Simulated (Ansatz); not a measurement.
**Ti₃Al₄Ni: computed properties**

Level of theory: DFT PBE, scalar-relativistic, plane waves, PAW (Ansatz).

Cutoff 420 eV; k points 6×6×12 on the computed 8-atom cell (Γ-centred); Gaussian smearing, width 0.10 eV; no spin polarisation.

The structure is relaxed at this level of theory with its symmetry kept, and needn't be the ground state of this composition.

```
CELL_PARAMETERS angstrom
6.27637 0.00000 0.00000
0.00000 6.27637 0.00000
0.00000 0.00000 3.09174
ATOMIC_POSITIONS crystal
Ti 0.50000 0.00000 0.50000
Ti 0.50000 0.50000 0.50000
Ti 0.00000 0.50000 0.50000
Al 0.22348 0.77652 0.00000
Al 0.22348 0.22348 0.00000
Al 0.77652 0.77652 0.00000
Al 0.77652 0.22348 0.00000
Ni 0.00000 0.00000 0.50000
```

```json
{
 "Space group": "P4/mmm (No. 123)",
 "Volume per atom": "15.22 Å³",
 "Formation energy from the elements' standard states (uncorrected)": "-0.416 eV/atom",
 "Kohn–Sham band gap": "none (metal)",
 "Density of states at the Fermi level": "3.4 states/eV per cell",
 "Orbital (Löwdin) character within 0.5 eV of the Fermi level": "Ti 3d 72 %, Al 3p 13 %",
 "Bader charge by site (e)": "Ti (2 in the cell) 0.71, Ti (1 in the cell) 0.68, Al (4 in the cell) -0.07, Ni (1 in the cell) -1.84"
}
```

Spin polarisation was left out, and a magnetic state may lie lower.

The cell was found from a structure generator's guess, not taken from experiment. Löwdin shares on free-atom orbitals overweight diffuse shells.
